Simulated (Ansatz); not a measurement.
TiC:
```yaml
crystal:
  lattice:
    - [2.68211, 0.00000, 0.00000]
    - [0.00000, 2.68211, 0.00000]
    - [0.00000, 0.00000, 2.68211]
  atoms:
    - { symbol: Ti, position: [0.00000, 0.00000, 0.00000] }
    - { symbol: C, position: [0.50000, 0.50000, 0.50000] }
```

Relaxed with PBEsol. Special points in fractions of this cell's reciprocal vectors: Γ (0.000, 0.000, 0.000); X (0.000, 0.500, 0.000); M (0.500, 0.500, 0.000); R (0.500, 0.500, 0.500).

### Question
List the band energies nearest the Fermi level at these points for DFT-PBEsol in the program Ansatz with PAW potentials.

### Answer
In eV from the Fermi level; about four levels below and three above (degenerate sets whole), none deeper than 8.9 eV; points with the same levels are listed once.

```
k                    below                     above
-  -----------------------  ------------------------
Γ              -1.68 -1.68            1.56 1.56 1.56
X  -6.55 -0.99 -0.99 -0.73       3.70 4.55 6.79 6.79
M        -3.27 -3.27 -0.65            1.84 1.84 2.92
R  -6.45 -5.57 -5.57 -5.57  4.87 4.87 7.17 7.17 7.17
```

Space group Pm-3m (CsCl type). A made-up cell: these elements were put on the sites of a structure type; neither database checked (COD, Materials Project) lists it. It is not the phase usual at ambient conditions (space group No. 225). The PBEsol relaxation kept the symmetry of its start. At this level the phase is mechanically unstable. No spin polarisation was allowed.

Potentials: the later of the program's two PAW sets.
